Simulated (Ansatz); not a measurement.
# HfS2, first-principles data

HfS₂:
```yaml
crystal:
  lattice:
    - [6.39215, 0.00000, 0.00000]
    - [0.00000, 6.07729, 0.00000]
    - [0.00000, 0.00000, 6.16984]
  atoms:
    - { symbol: Hf, position: [0.05740, 0.27818, 0.24853] }
    - { symbol: Hf, position: [0.94260, 0.72182, 0.74853] }
    - { symbol: Hf, position: [0.44260, 0.27818, 0.74853] }
    - { symbol: Hf, position: [0.55740, 0.72182, 0.24853] }
    - { symbol: S, position: [0.38158, 0.08385, 0.36574] }
    - { symbol: S, position: [0.61842, 0.91615, 0.86574] }
    - { symbol: S, position: [0.11842, 0.08385, 0.86574] }
    - { symbol: S, position: [0.88158, 0.91615, 0.36574] }
    - { symbol: S, position: [0.75063, 0.43748, 0.49874] }
    - { symbol: S, position: [0.24937, 0.56252, 0.99874] }
    - { symbol: S, position: [0.74937, 0.43748, 0.99874] }
    - { symbol: S, position: [0.25063, 0.56252, 0.49874] }
```

Space group Pca2_1 (No. 29); conventional cell a = 6.3921 Å, b = 6.0773 Å, c = 6.1698 Å, α = β = γ = 90.00°.

Method: DFT-PBE in the program Ansatz with PAW potentials. Geometry: relaxed at this level of theory. Other levels are named where they apply.

### Cell and energy

```json
{
 "volume_per_atom": "19.97 Å³",
 "density": "6.72 g/cm³",
 "Formation energy from the elements (no fitted shifts)": "-1.43 eV/atom"
}
```

### Electronic structure

```json
{
  "band_gap": "1.20 eV (indirect)",
  "valence_band_maximum": "at Γ",
  "conduction_band_minimum": "on the S–Y line, 72 % of the way from S (k = 0.141, -0.500, 0.000 in fractions of the reciprocal vectors) (2 equivalent valleys)",
  "smallest_direct_gap_on_the_standard_path": "1.49 eV",
  "electron_effective_mass": "0.63, 0.77, 1.5 mₑ (principal values)",
  "hole_effective_mass": "0.17, 0.73, 1.2 mₑ (principal values)"
}
```

### Mechanics

```json
{
 "Bulk modulus (Birch–Murnaghan fit)": "90.9 GPa",
 "Pressure derivative B′": "3.6"
}
```

The start of the workflow was typed in or built on a structure type; neither database checked (COD, Materials Project) lists it. Its standing as an ambient phase is unchecked. The PBE relaxation kept the symmetry of its start; its stability against distortions is not shown here. The run is not spin-polarised. The references are the lowest solids computed at this level, not always the standard phases. Scalar-relativistic: spin–orbit coupling is off unless named, which matters more the heavier the elements.

Potentials: the earlier of the program's two PAW sets.
